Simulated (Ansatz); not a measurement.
## Stationary points along a deformation path in SrCd

All numbers below come from Ansatz, DFT PBEsol, scalar-relativistic, plane waves, PAW. Cutoff 420 eV, Γ-centred 14×14×14 k-points, Gaussian smearing of 0.15 eV. No spin polarisation. Energies are free energies at this smearing, counted from the undisturbed cell; pressure is positive in compression.

The starting cell (as given, not relaxed at this level; it stands at -0.5 GPa, and it needn't be the usual structure):

```xyz
2
Lattice="4.0030 0.0000 0.0000 0.0000 4.0030 0.0000 0.0000 0.0000 4.0030" Properties=species:S:1:pos:R:3 pbc="T T T"
Sr    2.0015    2.0015    2.0015
Cd    0.0000    0.0000    0.0000
```

At fixed volume and fractional coordinates, lengths along (0.577, 0.577, 0.577) are scaled against those across it; ρ is that ratio over its starting value. V = 32.072 Å³/atom. Δσ is the stress along the axis less the mean stress across it (compression positive).

```
    ρ  ΔE (meV/atom)  Δσ (GPa) space group
0.500         3436.2    117.67         R-3m
0.600         1408.3     56.01         R-3m
0.710          509.7     26.95         R-3m
0.850           92.6      9.40         R-3m
0.930           16.4      3.55         R-3m
1.000            0.0      0.00        Pm-3m
1.080           15.5     -2.88         R-3m
1.200           75.4     -5.31         R-3m
1.410          194.2     -4.91         R-3m
1.700          268.9     -1.28         R-3m
2.000          280.9      0.00        Fm-3m
```

Problem. How does the stress give the slope of the energy, and where is the energy stationary?

Solution. Along the path d ln(length) is 2/3 d ln ρ on the axis and −1/3 d ln ρ across it, so dE/d ln ρ = −(2/3) V Δσ: the energy falls with ρ where Δσ is positive. Δσ vanishes or changes sign at ρ = 1.000 (Pm-3m), a minimum at 0.0 meV/atom; at ρ = 2.000 (Fm-3m, an end of the scan), at 280.9 meV/atom. Pairs of stationary points between two samples would go unseen, and could change a minimum read from distant neighbours into a maximum. At ρ = 1.000, 2.000 the cell is cubic, where symmetry alone makes the stress isotropic and the slope zero.

Problem. Which shear constant sets the curvature at ρ = 1?

Solution. For a cubic crystal E/V = (2/3) C (ln ρ)² with C = C44, so Δσ = −2C ln ρ. The parabola of Δσ against ln ρ through ρ = 0.930, 1 and 1.080 gives C ≈ 22 GPa with the ions clamped, rough because the steps are large.

In a metal these slopes depend on the k mesh and the smearing.